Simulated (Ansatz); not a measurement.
NbSiO:
```yaml
crystal:
  lattice:
    - [3.24573, 0.00000, 0.00000]
    - [0.00000, 3.24573, 0.00000]
    - [0.00000, 0.00000, 6.88055]
  atoms:
    - { symbol: Nb, position: [0.00000, 0.50000, 0.70029] }
    - { symbol: Nb, position: [0.50000, 0.00000, 0.29971] }
    - { symbol: Si, position: [0.00000, 0.00000, 0.00000] }
    - { symbol: Si, position: [0.50000, 0.50000, 0.00000] }
    - { symbol: O, position: [0.50000, 0.00000, 0.61023] }
    - { symbol: O, position: [0.00000, 0.50000, 0.38977] }
```

Relaxed with PBEsol. Special points in fractions of this cell's reciprocal vectors: Γ (0.000, 0.000, 0.000); X (0.000, 0.500, 0.000); M (0.500, 0.500, 0.000); Z (0.000, 0.000, 0.500); R (0.000, 0.500, 0.500); A (0.500, 0.500, 0.500).

Question: List the band energies nearest the Fermi level at these points for plane-wave PAW PBEsol (Ansatz code).

Answer: In eV from the Fermi level; about four levels below and three above (degenerate sets whole), none deeper than 8.9 eV; points with the same levels are listed once.

```
k                          below                above
-  -----------------------------  -------------------
Γ  -3.23 -3.23 -3.12 -2.61 -1.05       0.01 0.01 0.52
X        -1.27 -1.27 -0.61 -0.61  2.23 2.23 2.37 2.37
M        -4.76 -4.76 -3.13 -3.13  1.20 1.20 1.94 1.94
Z        -3.57 -3.28 -3.28 -0.06       0.15 0.18 0.18
R        -0.94 -0.94 -0.22 -0.22  1.35 1.35 1.90 1.90
A        -3.18 -3.18 -0.04 -0.04  1.98 1.98 2.35 2.35
```

Space group P4/nmm. The start of the workflow was typed in or built on a structure type; neither database checked (COD, Materials Project) lists it. Whether it is the stable phase at ambient conditions was not checked. The cell was relaxed with PBEsol under the symmetry of its start; its stability against distortions is not shown here. The workflow began spin-polarised and lost its moments. Spin–orbit coupling is left out wherever it is not named.

Potentials: the earlier of the program's two PAW sets. The files were generated under PBE; for other functionals the program regenerates the frozen cores, and for LDA and PBEsol the local potential too.
